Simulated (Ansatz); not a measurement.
**Density of states of TaAs**

```
CELL_PARAMETERS angstrom
-1.72181 1.72181 5.86794
1.72181 -1.72181 5.86794
1.72181 1.72181 -5.86794
ATOMIC_POSITIONS crystal
Ta 0.24997 0.74997 0.50000
Ta 0.49997 0.49997 0.00000
As 0.83263 0.33263 0.50000
As 0.08263 0.08263 0.00000
```

The conventional cell has a = 3.444 Å, b = 3.444 Å, c = 11.736 Å, α = 90.00°, β = 90.00°, γ = 90.00°. Ta (atom 1) has 6 As at 2.61 to 2.62 Å as nearest neighbours. As (atom 3) is surrounded by 6 Ta at 2.61 to 2.62 Å.

The cell is the one relaxed in the Materials Project (mp-1936), not relaxed further here; entries there can be hypothetical.

No spin–orbit coupling, which matters for the heavy atoms here.

Level of theory: DFT, LDA, all-electron LAPW, scalar-relativistic (Ansatz 0.2.0).

Numerical set-up: a Γ-centred 15×15×15 k mesh, Fermi–Dirac smearing of 0.08 eV, basis error target 1 meV/atom, no spin polarisation.

States per eV and cell, averaged over 0.6 eV, from -5.8 to 3.6 eV, with energies (bin centres) from the Fermi level; empty bins are left out. The partial columns, the largest 4 alone, are projections on Löwdin-orthogonalised atomic shells (those that the program's projection atoms carry: the occupied ones and, for some elements, an empty d or f shell; other empty shells have no column), summed over atoms of an element. Weights on diffuse s and p shells depend on that basis and aren't pure angular character.

| E (eV) | total | Ta 5d | As 4p | Ta 6s | As 4s |
| --- | --- | --- | --- | --- | --- |
| -5.6 | 2.65 | 0.85 | 1.49 | 0.20 | 0.07 |
| -5.0 | 1.31 | 0.40 | 0.75 | 0.07 | 0.06 |
| -4.4 | 2.37 | 0.78 | 1.40 | 0.09 | 0.06 |
| -3.8 | 2.58 | 1.00 | 1.43 | 0.06 | 0.05 |
| -3.2 | 3.56 | 1.51 | 1.89 | 0.07 | 0.02 |
| -2.6 | 3.51 | 1.71 | 1.68 | 0.05 | 0.02 |
| -2.0 | 1.45 | 0.85 | 0.54 | 0.02 | 0.01 |
| -1.4 | 3.15 | 2.46 | 0.42 | 0.14 | 0.02 |
| -0.8 | 2.94 | 2.36 | 0.35 | 0.08 | 0.02 |
| -0.2 | 0.51 | 0.42 | 0.07 | 0.00 | 0.00 |
| 0.4 | 1.47 | 1.28 | 0.13 | 0.01 | 0.01 |
| 1.0 | 2.00 | 1.72 | 0.18 | 0.02 | 0.02 |
| 1.6 | 2.65 | 2.21 | 0.24 | 0.05 | 0.06 |
| 2.2 | 3.65 | 2.73 | 0.40 | 0.18 | 0.19 |
| 2.8 | 4.28 | 2.99 | 0.50 | 0.27 | 0.32 |
| 3.4 | 3.96 | 2.36 | 0.68 | 0.37 | 0.35 |

Task: Which of the resolved shells contributes most within 0.3 eV of the Fermi level?

Result: Ta 5d, with 88 % of all states there; As 4p follows with 9 %.

Task: Where is the centre of the filled Ta 5d states between -14 eV and the top of the filled states?

Result: -3.29 eV from the Fermi level.
